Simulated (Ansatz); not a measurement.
Input file for Ansatz (a first-principles code):

Ansatz 0.2 input:
```yaml
crystal:
  lattice:
    - [0.0, 2.9305794452, 2.9305794452]
    - [2.9305794452, 0.0, 2.9305794452]
    - [2.9305794452, 2.9305794452, 0.0]
  atoms:
    - { symbol: Cu, position: [0.75, 0.75, 0.75] }
    - { symbol: I, position: [0.0, 0.0, 0.0] }
kpoints:
  mp_grid: { grid: [8, 8, 8] }
hamiltonian:
  xc: lda
  pseudopotentials: { azcp: { folder: ./paw }, kind: paw }
scf:
  occupations: { method: fixed }
phonons:
  method: dfpt
  response_accuracy: low
  qmesh: [4, 4, 4]
  interpolated_qmesh: [16, 16, 16]
  dielectric: true
  rigid_motions: translations
  temperatures: { t_max: 1000, t_step: 50 }
  qpath:
    path:
      - [[0.0, 0.0, 0.0], [0.5, 0.0, 0.5], [0.625, 0.25, 0.625]]  # Γ-X-U
      - [[0.375, 0.375, 0.75], [0.0, 0.0, 0.0], [0.5, 0.5, 0.5], [0.5, 0.25, 0.75], [0.5, 0.0, 0.5]]  # K-Γ-L-W-X
    npoints: 13
```

Output (shortened):

```
WARN phonons: the dynamical matrix that this run interpolates holds no multipole term above the dipole-dipole one, and a site of this crystal is no centre of …
Pseudopotential: Cu, paw, valence charge 19
Pseudopotential: I, paw, valence charge 17
Functional definition: SPW92
Crystal: 2 atoms, lattice volume = 50.337 Å³
Basis set: ecut = 420 eV, 941 PW (Γ), exchange–correlation on 60×60×60 points (8 copies of the dense FFT grid, shifted against one another)
Bands: 22, of which v1, the nominal top of the filled ones, is band 18 counted from 1 (17 counted from 0)
Symmetry: 24 space group operations
k-points: 95 of 512 (irreducible under 4 space group operations, time reversal used)
SCF iter   1: F=—  HF=-13912.747690 eV  |F-HF|=—  |Δ(HF+E_count)|=         —  Δρ=7.72e-2  dr2=3.23e0  ethr=3.10e-3  ⟨swp⟩=4.8  Hψ=8062  notcnv=0  defer=172
preconditioner: auto → none
SCF iter   2: F=—  HF=-13912.890646 eV  |F-HF|=—  |Δ(HF+E_count)|=   1.43e-1  Δρ=1.46e-1  dr2=6.46e0  ethr=3.10e-3  ⟨swp⟩=4.0  Hψ=5480  notcnv=0  defer=173  recentre
SCF iter   3: F=—  HF=-13911.961849 eV  |F-HF|=—  |Δ(HF+E_count)|=   9.29e-1  Δρ=3.04e-2  dr2=4.72e-1  ethr=3.10e-3  ⟨swp⟩=3.0  Hψ=5113  notcnv=0  defer=175
SCF iter   4: F=—  HF=-13911.866173 eV  |F-HF|=—  |Δ(HF+E_count)|=   9.57e-2  Δρ=9.25e-3  dr2=1.85e-2  ethr=1.31e-3  ⟨swp⟩=2.6  Hψ=3593  notcnv=0  defer=178
SCF iter   5: F=—  HF=-13911.888186 eV  |F-HF|=—  |Δ(HF+E_count)|=   2.20e-2  Δρ=5.18e-3  dr2=1.15e-2  ethr=5.14e-5  ⟨swp⟩=2.5  Hψ=3723  notcnv=0  defer=182
SCF iter   6: F=—  HF=-13911.885417 eV  |F-HF|=—  |Δ(HF+E_count)|=   2.77e-3  Δρ=2.40e-4  dr2=4.34e-5  ethr=3.20e-5  ⟨swp⟩=2.3  Hψ=2818  notcnv=0  defer=182
SCF iter   7: F=—  HF=-13911.885428 eV  |F-HF|=—  |Δ(HF+E_count)|=   1.14e-5  Δρ=7.96e-5  dr2=4.69e-6  ethr=1.20e-7  ⟨swp⟩=2.0  Hψ=2961  notcnv=0  defer=182
SCF iter   8: F=—  HF=-13911.885427 eV  |F-HF|=—  |Δ(HF+E_count)|=   1.27e-6  Δρ=1.27e-5  dr2=9.89e-8  ethr=1.30e-8  ⟨swp⟩=2.0  Hψ=2849  notcnv=0  defer=182
SCF iter  11: F=-13911.885427 eV  HF=-13911.885427 eV  |F-HF|=7.28e-12  |Δ(HF+E_count)|=  5.46e-11  Δρ=4.82e-8  dr2=1.22e-12  ethr=1.00e-12  ⟨swp⟩=11.4  Hψ=14005  notcnv=0
SCF 1 converged in 11 iterations: F = -13911.885427 eV  dr2 = 1.22e-12
DFPT response loops at Γ: preconditioner auto → none (the input reference at scf.mixing.eps_inf says where Resta's filter doesn't serve); β = 0.50 …
── the response to a field inside a basis, on 8×8×8 k-points: an SCF that follows is theirs, and a resumed run solves both again ──
Crystal: 2 atoms, lattice volume = 50.337 Å³
Bands: 19, of which v1, the nominal top of the filled ones, is band 18 counted from 1 (17 counted from 0)
k-points: 60 of 512 (irreducible under 6 space group operations, time reversal used)
SCF iter   1: F=—  HF=-13911.881059 eV  |F-HF|=—  |Δ(HF+E_count)|=         —  Δρ=1.63e-4  dr2=3.76e-6  ethr=1.00e-1
preconditioner: auto → none
SCF iter   2: F=—  HF=-13911.881063 eV  |F-HF|=—  |Δ(HF+E_count)|=   4.04e-6  Δρ=4.09e-4  dr2=4.49e-5  ethr=1.04e-8
SCF iter   3: F=—  HF=-13911.881080 eV  |F-HF|=—  |Δ(HF+E_count)|=   1.71e-5  Δρ=5.10e-4  dr2=8.42e-5  ethr=1.04e-8
SCF iter   4: F=-13911.881059 eV  HF=-13911.881059 eV  |F-HF|=1.84e-8  |Δ(HF+E_count)|=   2.16e-5  Δρ=1.81e-5  dr2=6.53e-8  ethr=1.04e-8
SCF 1 converged in 4 iterations: F = -13911.881059 eV  dr2 = 6.53e-8
DFPT response loops at Γ: mixed as the last ones told, above
WARN: field response: ε∞ stands inside a basis, on 8×8×8 points …
NSCF: frozen V_eff on 29 k-points
NSCF: frozen V_eff on 576 k-points
DFPT response loops at q = (0, 0, 0.25) (fractional): preconditioner auto → Resta (q_TF=auto, 2.580 Å⁻¹)  ε∞=7.0 (no band partly filled) …
NSCF: frozen V_eff on 300 k-points
DFPT response loops at q = (0, 0, -0.5) (fractional): mixed as the last ones told, above
NSCF: frozen V_eff on 328 k-points
DFPT response loops at q = (0, 0.25, 0.25) (fractional): mixed as the last ones told, above
NSCF: frozen V_eff on 1024 k-points
DFPT response loops at q = (0, 0.25, -0.5) (fractional): mixed as the last ones told, above
NSCF: frozen V_eff on 576 k-points
DFPT response loops at q = (0, 0.25, -0.25) (fractional): mixed as the last ones told, above
NSCF: frozen V_eff on 190 k-points
DFPT response loops at q = (0, -0.5, -0.5) (fractional): mixed as the last ones told, above
NSCF: frozen V_eff on 328 k-points
DFPT response loops at q = (0.25, -0.5, -0.25) (fractional): mixed as the last ones told, above
SCF converged after 11 iterations
Free energy (F): -13911.885427 eV
Harris-Foulkes:  -13911.885427 eV  (|F-HF|=7.28e-12)
Internal energy: -13911.885427 eV  (E = F + TS)
E sigma→0 (E₀):  -13911.885427 eV
Fermi energy:    9.310048 eV
--- Per-component energies (eV) ---
  E_band       = -834.913198
  E_kinetic    = 423.601139
  E_local      = -8021.828084  (includes V_loc(G=0)·N_el)
  E_nonlocal   = 1025.958224
  E_hartree    = 3512.628395
  E_xc         = -175.426927
  E_vxc        = -199.398159  (∫ρ·V_xc dr)
  E_paw        = -6380.859952  (= ΣΔE_a)
  E_vpaw       = -1088.501530  (= ΣTr[D̂ρ^β])
  E_aug_tail   = -0.001526  (compensation charges beyond the density's cutoff)
  E_ewald      = -4297.187547
  E_core_change = 1.230851  (= ΣΔE_core)
  E_smearing   =  0.000000  (= −TS)
  E_closure    =  0.000000  (closes the sum)
  Σ components = -13911.885427   (vs F -13911.885427, Δ=0.00e0)
  [band-id]    e_kinetic+e_local+e_nonlocal+2·e_hartree+e_vxc+e_vpaw+e_augmentation_tail = -834.913147   (vs E_band -834.913198, Δ=5.01e-5)
--- Band table (eV; the first three rows and the last of 95) ---
  k-point 0: bands = ["-101.8254", "-59.6754", "-59.6754", "-59.6754", "-36.5436", "-36.5436", "-36.5436", "-36.5353", "-36.5353", "-5.3173", "5.1663", "5.1663", "5.1663", "6.9430", "6.9430", "9.3100", "9.3100", "9.3100", "10.5354", "14.0744", "14.0744", "14.0744"]
  k-point 1: bands = ["-101.8254", "-59.6754", "-59.6754", "-59.6754", "-36.5436", "-36.5436", "-36.5436", "-36.5353", "-36.5353", "-5.2265", "4.8683", "5.1777", "5.1777", "6.9350", "6.9350", "8.5231", "9.1596", "9.1596", "11.2847", "14.0227", "14.3262", "14.3262"]
  k-point 2: bands = ["-101.8254", "-59.6754", "-59.6754", "-59.6754", "-36.5436", "-36.5434", "-36.5434", "-36.5352", "-36.5352", "-4.9911", "4.1291", "5.2011", "5.2011", "6.9303", "6.9303", "7.6756", "8.8353", "8.8353", "11.6237", "14.6993", "14.6993", "14.9291"]
  k-point 94: bands = ["-101.8255", "-59.6755", "-59.6754", "-59.6754", "-36.5435", "-36.5434", "-36.5426", "-36.5353", "-36.5349", "-4.3592", "3.6588", "4.2052", "5.0390", "6.8564", "6.8716", "7.0411", "7.2531", "7.6645", "13.8925", "14.1494", "15.3632", "15.5687"]
--- Phonons (Γ-DFPT): 2 representative perturbations + reference, on 95 of 512 k-points (Σ response iterations 6) ---
  ASR residual: 8.261e-5 → 0.000e0 eV/Å²; symmetrization residual: 6.809e-5 eV/Å²
  ASR residual per site (eV/Å²): 8.26e-5 4.02e-5
  Γ frequencies (cm⁻¹): 0.00 0.00 0.00 155.30 155.30 155.30
  ε∞ (high-frequency dielectric tensor):
        6.817999     0.000000     0.000000
        0.000000     6.817999     0.000000
        0.000000     0.000000     6.817999
  ε⁰ (static dielectric tensor: ions relaxed, cell fixed):
        7.701056     0.000000     0.000000
        0.000000     7.701056     0.000000
        0.000000     0.000000     7.701056
  ε⁰ − ε∞ (ionic part):
        0.883057     0.000000     0.000000
        0.000000     0.883057     0.000000
        0.000000     0.000000     0.883057
  softest optical mode at Γ: 155.30 cm⁻¹; the repairs (sum rule, projections) moved no ω² at Γ by more than (1.45 cm⁻¹)²
  Born effective charges Z* (e; rows j = field, columns β = displacement):
    site 0:
         0.96051    0.00000    0.00000
         0.00000    0.96051    0.00000
         0.00000    0.00000    0.96051
    site 1:
        -0.96051    0.00000    0.00000
         0.00000   -0.96051    0.00000
         0.00000    0.00000   -0.96051
  Z* charge neutrality: 8.243e-4 e pre-enforcement
  solved inside a basis spanned on kpoints, on 8×8×8 k-points, its susceptibility summed on 12×12×12: ε∞ is read to err by 2.4e-2, Z* by 2.0e-2 e (field_mesh …
  optical modes at Γ without the LO–TO term, one row a degenerate level:
      ω (cm⁻¹)  modes    IR ((D/Å)²/amu)
        155.30      3             1.5080
  optical modes at Γ + LO–TO along q̂ = [1.0000, 0.0000, 0.0000]:
      ω (cm⁻¹)  modes    IR ((D/Å)²/amu)
        155.30      2             1.0053
        165.05      1             0.5027
  optical modes at Γ + LO–TO along q̂ = [0.0000, 1.0000, 0.0000]:
      ω (cm⁻¹)  modes    IR ((D/Å)²/amu)
        155.30      2             1.0053
        165.05      1             0.5027
  optical modes at Γ + LO–TO along q̂ = [0.0000, 0.0000, 1.0000]:
      ω (cm⁻¹)  modes    IR ((D/Å)²/amu)
        155.30      2             1.0053
        165.05      1             0.5027
  non-analytic LO–TO correction: the dipole-dipole term of the run's Born effective charges and high-frequency dielectric tensor (where they are solved with …
--- Phonons (arbitrary-q DFPT): 8 irreducible q on the 4×4×4 mesh ---
  q = [0.0000, 0.0000, 0.0000] (star 1, of the zone-centre solve; hermiticity 3.63e-5, symmetrization 9.63e-13):  0.00  0.00 0.00 155.30 155.30 155.30
  q = [0.0000, 0.0000, 0.2500] (star 8, 2 solved perturbations on 288 of 512 k-point pairs; hermiticity 2.09e-5, symmetrization 9.33e-12): 30.94 30.94 84.90 158.04 158.04 164.65
  q = [0.0000, 0.0000, -0.5000] (star 4, 2 solved perturbations on 150 of 512 k-point pairs; hermiticity 1.77e-5, symmetrization 5.88e-12): 38.70 38.70 120.83 160.40 160.67 160.67
  q = [0.0000, 0.2500, 0.2500] (star 6, 4 solved perturbations in 528 linear systems a pass and spin channel, the states on 164 of 512 k-point pairs; hermiticity 2.04e-5, symmetrization 5.64e-13): 44.76 44.76 87.73 160.50 160.50 163.38
  q = [0.0000, 0.2500, -0.5000] (star 24, 4 solved perturbations in 1600 linear systems a pass and spin channel, the states on 512 of 512 k-point pairs; hermiticity 9.05e-6, symmetrization 1.09e-12): 49.55 64.70 119.06 151.92 163.02 168.46
  q = [0.0000, 0.2500, -0.2500] (star 12, 4 solved perturbations in 904 linear systems a pass and spin channel, the states on 288 of 512 k-point pairs; hermiticity 2.45e-5, symmetrization 1.12e-12): 43.07 65.45 108.09 154.74 160.46 168.70
  q = [0.0000, -0.5000, -0.5000] (star 3, 4 solved perturbations in 308 linear systems a pass and spin channel, the states on 95 of 512 k-point pairs; hermiticity 9.29e-6, symmetrization 8.88e-13): 53.83 53.83 141.55 143.38 165.68 165.68
  q = [0.2500, -0.5000, -0.2500] (star 6, 4 solved perturbations in 502 linear systems a pass and spin channel, the states on 164 of 512 k-point pairs; hermiticity 8.85e-6, symmetrization 6.46e-12): 65.18 66.83 133.99 136.65 166.32 170.45
  sum rule: each row above includes the acoustic sum rule's correction from the zone centre's row sums; it moved no ω² by more than (0.59 cm⁻¹)²
  mesh force constants: q→R imaginary residual 4.91e-18; ASR residual 8.261e-5 → 0.000e0 eV/Å²; symmetrization residual 4.441e-15 eV/Å²
  interpolated dispersion: 81 rows × 6 modes
  density of states and harmonic sums: on the 16×16×16 q-mesh, interpolated from the force constants of a 4×4×4 supercell (with the dipole–dipole term)
  largest difference from the sums on the solved wave vectors: F 1.23e-2 eV, S 1.63e-5 and C_V 3.98e-6 eV/K
  zero-point energy: 0.043088 eV/cell   skipped modes (ω ≤ 0): 3   left out of the sums: 1.22e-4 of the cell's modes …
```

Cost: roughly 5 core-minutes on shared cores.

Space group F-43m (zinc blende). The cell was relaxed with LDA under the symmetry of its start. No spin polarisation was allowed. Scalar-relativistic: spin–orbit coupling is off unless named, which matters more the heavier the elements.

Potentials: the earlier of the program's two PAW sets. The files were generated under PBE; for other functionals the program regenerates the frozen cores, and for LDA and PBEsol the local potential too.

Ansatz is a plane-wave DFT program.
